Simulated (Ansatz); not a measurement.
Theory: DFT PBE, scalar-relativistic, plane waves, PAW in Ansatz. Settings: cutoff 420 eV, Γ-centred meshes spaced at most about 0.3 Å⁻¹ (2π included), Gaussian smearing. No spin polarisation in the final relaxations.

All energies are static (0 K, no zero-point motion).

Two forms of SnPb2O3 were relaxed alike.

A.

```xyz
12
Lattice="3.9871 0.0000 0.0000 0.0000 3.9871 0.0000 0.0000 0.0000 16.4080" Properties=species:S:1:pos:R:3 pbc="T T T"
Sn    0.0000    1.9936   12.1635
Sn    1.9936    0.0000    4.2445
Pb    0.0000    1.9936    1.2157
Pb    0.0000    1.9936    6.5837
Pb    1.9936    0.0000   15.1923
Pb    1.9936    0.0000    9.8243
O     0.0000    0.0000   11.0479
O     0.0000    0.0000    0.0000
O     0.0000    0.0000    5.3601
O     1.9936    1.9936   11.0479
O     1.9936    1.9936    0.0000
O     1.9936    1.9936    5.3601
```

B.

```xyz
12
Lattice="3.9837 0.0000 0.0000 0.0000 3.9837 0.0000 0.0000 0.0000 16.1308" Properties=species:S:1:pos:R:3 pbc="T T T"
Sn    1.9918    1.9918    1.1960
Sn    1.9918    1.9918    6.4840
Pb    1.9918    1.9918   11.8966
Pb    0.0000    0.0000    4.1471
Pb    0.0000    0.0000    9.4604
Pb    0.0000    0.0000   14.9893
O     1.9918    0.0000    0.1187
O     1.9918    0.0000    5.4079
O     1.9918    0.0000   10.7138
O     0.0000    1.9918    0.1187
O     0.0000    1.9918    5.4079
O     0.0000    1.9918   10.7138
```

Task: Which arrangement of the elements on these sites is preferred, and by what margin?

Result: B is lower, by 9 meV/atom. The two share one framework of sites and differ in which element sits where. A has space group P4/nmm (No. 129), 21.7 Å³/atom and a gap of 1.13 eV on its mesh; B has space group P4mm (No. 99), 21.3 Å³/atom and a gap of 1.26 eV. Counting O atoms around Pb and Sn (those within 1.25 times the shortest such distance or 1.15 times the sum of covalent radii), A and B both have Sn 4, Pb 4. In A, around Sn lie 4 O at 2.28 Å; around Pb on its first site lie 4 O at 2.33 Å; around O on a site of symmetry 2mm lie 2 Sn at 2.28 Å, 2 Pb at 2.34 Å and 4 O at 2.82 Å; 2 more sites not described. In B, Sn on its first site is surrounded by 4 O at 2.26 Å; Pb on its first site is surrounded by 4 O at 2.32 Å; O on its first site is surrounded by 2 Sn at 2.26 Å, 2 Pb at 2.36 Å and 4 O at 2.82 Å; 6 more sites not described. Both come from invented guesses.

Weakly bound directions are ill-defined at this level, which has no dispersion term (P4/nmm, P4mm), and this can change margins and order among such cells. Spin–orbit coupling, which can matter for Pb, is left out. Kohn–Sham gaps at this level usually fall short of measured ones. The missing spin–orbit coupling can work the other way here. Cells relaxed within their symmetry can be saddle points.
